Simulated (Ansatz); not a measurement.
**Deforming ScF$_{3}$**

```
Sc F
1.0
     4.01245    0.00000    0.00000
     0.00000    4.01245    0.00000
     0.00000    0.00000    4.01245
Sc F
1 3
Direct
  0.00000 0.00000 0.00000
  0.50000 0.00000 0.00000
  0.00000 0.50000 0.00000
  0.00000 0.00000 0.50000
```

Atom numbers follow the list: Sc1, F2, F3, F4.

The conventional cell has a = 4.012 Å, b = 4.012 Å, c = 4.012 Å, α = 90.00°, β = 90.00°, γ = 90.00°. Sc (atom 1) is surrounded by 6 F at 2.01 Å. F (atom 2) has 2 Sc at 2.01 Å as nearest neighbours.

The cell comes from COD entry 4127282, which wasn't checked; take it as a given geometry.

Theory: DFT, LDA, all-electron LAPW, scalar-relativistic in Ansatz 0.2.0.

Settings: a Γ-centred 6×6×6 k mesh, Fermi–Dirac smearing of 0.02 eV, basis error target 1 meV/atom, no spin polarisation.

The unchanged cell is at -2.92 GPa.

Semilocal functionals give too small gaps.

x, y and z are the Cartesian axes of the cell as listed; fractional coordinates follow a strain, and an engineering shear is twice the off-diagonal strain component.

(1) With this change (equal xy, yz and zx engineering shear strains of -2 %), what becomes of the energy and stress and gap?

With equal xy, yz and zx engineering shear strains of -1 %: energy change under 1 meV/atom; stress change (xx, yy, zz, yz, xz, xy) 0.00, 0.00, 0.00, 0.19, 0.19, 0.19 GPa, compression positive; gap on the k mesh 6.21 → 6.21 eV.

(2) With this change (equal xy, yz and zx engineering shear strains of +1 %), what becomes of the energy and stress and gap?

(3) With this change (equal xy, yz and zx engineering shear strains of +2 %), what becomes of the energy and stress and gap?

Results:

(1) Energy change +1 meV/atom; stress change (xx, yy, zz, yz, xz, xy) -0.01, -0.01, -0.01, 0.38, 0.38, 0.38 GPa, compression positive; gap on the k mesh 6.21 → 6.19 eV.

(2) Energy change under 1 meV/atom; stress change (xx, yy, zz, yz, xz, xy) 0.00, 0.00, 0.00, -0.20, -0.20, -0.20 GPa, compression positive; gap on the k mesh 6.21 → 6.21 eV.

(3) Energy change +1 meV/atom; stress change (xx, yy, zz, yz, xz, xy) -0.01, -0.01, -0.01, -0.40, -0.40, -0.40 GPa, compression positive; gap on the k mesh 6.21 → 6.20 eV.
